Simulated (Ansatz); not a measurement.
In DFT-PBE in the program Ansatz with PAW potentials, CuI in the trigonal phase (P3_121; Cu on 3a, I on 3b) relaxes to a = 4.470 Å, c = 10.227 Å. I has 2 nearest neighbours from 2.49 Å (bent). Its formation energy from the elements is 0.011 eV/atom, with no fitted shifts.

It is gapped at this level: 1.65 eV (indirect). Electrons at the band edge weigh 0.27, 0.35, 0.35 mₑ (principal values). The hole mass is 0.96, 1.4, 4.5 mₑ (principal values). The magnetic state found is non-magnetic (starting moments vanished).

The start of the workflow was typed in or built on a structure type; neither database checked (COD, Materials Project) lists it. It is not the phase usual at ambient conditions (space group No. 216). Symmetry was held in the PBE relaxation; whether a distortion lowers the energy is not shown. The workflow began spin-polarised and lost its moments. The volume moved by 15 % from the start of the relaxation. The references are the lowest solids computed at this level, not always the standard phases. Scalar-relativistic: spin–orbit coupling is off unless named, which matters more the heavier the elements.

Potentials: the later of the program's two PAW sets.
